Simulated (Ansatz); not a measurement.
Total density of states per atom from LDA (plane waves, PAW; program Ansatz), in 0.25 eV bins, energy from the valence-band maximum:

(E (eV), states/eV/atom): (-7.06, 0.00); (-6.81, 0.01); (-6.56, 0.04); (-6.31, 0.06); (-6.06, 0.07); (-5.81, 0.08); (-5.56, 0.09); (-5.31, 0.10); (-5.06, 0.11); (-4.81, 0.12); (-4.56, 0.13); (-4.31, 0.15); (-4.06, 0.17); (-3.81, 0.17); (-3.56, 0.17); (-3.31, 0.17); (-3.06, 0.17); (-2.81, 0.20); (-2.56, 0.27); (-2.31, 0.29); (-2.06, 0.21); (-1.81, 0.18); (-1.56, 0.22); (-1.31, 0.25); (-1.06, 0.50); (-0.81, 0.45); (-0.56, 0.44); (-0.31, 0.33); (-0.06, 0.16); (0.19, 0.00); (0.44, 0.00); (0.69, 0.00); (0.94, 0.00); (1.19, 0.00); (1.44, 0.00); (1.69, 0.00); (1.94, 0.00); (2.19, 0.00); (2.44, 0.00); (2.69, 0.00); (2.94, 0.00); (3.19, 0.00); (3.44, 0.01); (3.69, 0.05); (3.94, 0.07); (4.19, 0.11); (4.44, 0.15); (4.69, 0.25); (4.94, 0.34); (5.19, 0.41); (5.44, 0.38); (5.69, 0.28); (5.94, 0.29); (6.19, 0.28); (6.44, 0.28); (6.69, 0.32); (6.94, 0.24); (7.19, 0.27); (7.44, 0.30); (7.69, 0.24); (7.94, 0.22); (8.19, 0.26)

Problem. Which compound is it?
A) MgH2, rutile
B) Li2O, anti-fluorite
C) Be2C, fluorite or antifluorite type
D) MgF2, rutile

Solution. A, MgH2, rutile. Top 1 eV of the valence band: H 1s 94 %. Bottom 1 eV of the conduction band: Mg 3s 52 %, H 1s 6 %, outside the projected shells 42 %. Projections are on Löwdin-orthogonalised atomic valence shells; empty p or d shells of many metals are not among them.

Space group P4_2/mnm (rutile). The LDA relaxation kept the symmetry of its start; phonons on a q-mesh show no instability.

Potentials: the later of the program's two PAW sets.
